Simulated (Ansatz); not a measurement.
Sn3PbSe4 (P4/mmm) at 3 levels of theory

One geometry, relaxed with PBE; plane waves with PAW potentials in Ansatz, scalar-relativistic unless the row names spin-orbit coupling. No spin polarisation but for the spin–orbit row. Gaps are the least over mesh and band path; pressure is positive in compression.

```cif
data_structure
_symmetry_space_group_name_H-M 'P 1'
_symmetry_Int_Tables_number 1
_cell_length_a 4.3149
_cell_length_b 4.3149
_cell_length_c 12.2076
_cell_angle_alpha 90.000
_cell_angle_beta 90.000
_cell_angle_gamma 90.000
_cell_volume 227.29
loop_
_atom_site_label
_atom_site_type_symbol
_atom_site_fract_x
_atom_site_fract_y
_atom_site_fract_z
_atom_site_occupancy
Sn1 Sn 0.00000 0.00000 0.74865 1
Sn2 Sn 0.00000 0.00000 0.25136 1
Sn3 Sn 0.50000 0.50000 0.50000 1
Pb1 Pb 0.50000 0.50000 0.00000 1
Se1 Se 0.00000 0.00000 0.00000 1
Se2 Se 0.50000 0.50000 0.25386 1
Se3 Se 0.00000 0.00000 0.50000 1
Se4 Se 0.50000 0.50000 0.74614 1
```

| level | cutoff (eV) | k mesh | gap (eV) | pressure (GPa) |
| --- | --- | --- | --- | --- |
| PBE | 420 | 8×8×4 | 0.03 | 0.0 |

Q: What comes out on the same cell with r2SCAN, PBE with spin-orbit coupling?

A:
```csv
level,cutoff (eV),k mesh,gap (eV),pressure (GPa)
r2SCAN,500,8×8×4,0,-1.0
PBE with spin-orbit coupling,420,8×8×4,0.06,-0.1
```

Spin-orbit coupling matters for the bands of heavy elements and enters only rows that name it. The smearing is narrow for a metal on this mesh.

It was reached by relaxing an invented guess, and it needn't be the stable form of this composition.
